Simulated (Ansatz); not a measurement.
**Al5InAs6: rattling a relaxed structure**

The cell was found from a structure generator's guess, not taken from experiment.

The calculation used Ansatz, DFT PBE, scalar-relativistic, plane waves, PAW. Cutoff 420 eV; k points 6×6×6 on the computed 12-atom cell (Γ-centred); Gaussian smearing, width 0.02 eV; no spin polarisation.

The cell below (12 atoms, space group R3 (No. 146)) is relaxed within its symmetry.

```
CELL_PARAMETERS angstrom
3.54303 2.04557 6.72601
-3.54303 2.04557 6.72601
0.00000 -4.09114 6.72601
ATOMIC_POSITIONS crystal
Al 0.16236 0.50398 0.83350
Al 0.50398 0.83350 0.16236
Al 0.83351 0.16236 0.50398
Al 0.00150 0.00150 0.00150
Al 0.66427 0.66427 0.66427
In 0.33338 0.33338 0.33338
As 0.02331 0.37988 0.72720
As 0.37988 0.72720 0.02331
As 0.72720 0.02331 0.37988
As 0.87749 0.87749 0.87749
As 0.20240 0.20240 0.20240
As 0.53974 0.53974 0.53974
```

For the test it was strained at random (σ = 1.5 % a component), the atoms were moved at random (σ = 0.10 Å), and all was relaxed again on a coarse 3×3×3 mesh (in the run’s order of axes) with 0.10 eV smearing, with no symmetry imposed.

Question: Is the structure stable against such a distortion?

Answer: It returns, within 1 meV/atom of the unmoved cell on that mesh and with the same symmetry when read at 0.1 Å. So it is stable against the distortions that fit this cell and that this random move excites. Modes that don't fit the cell aren't tested.
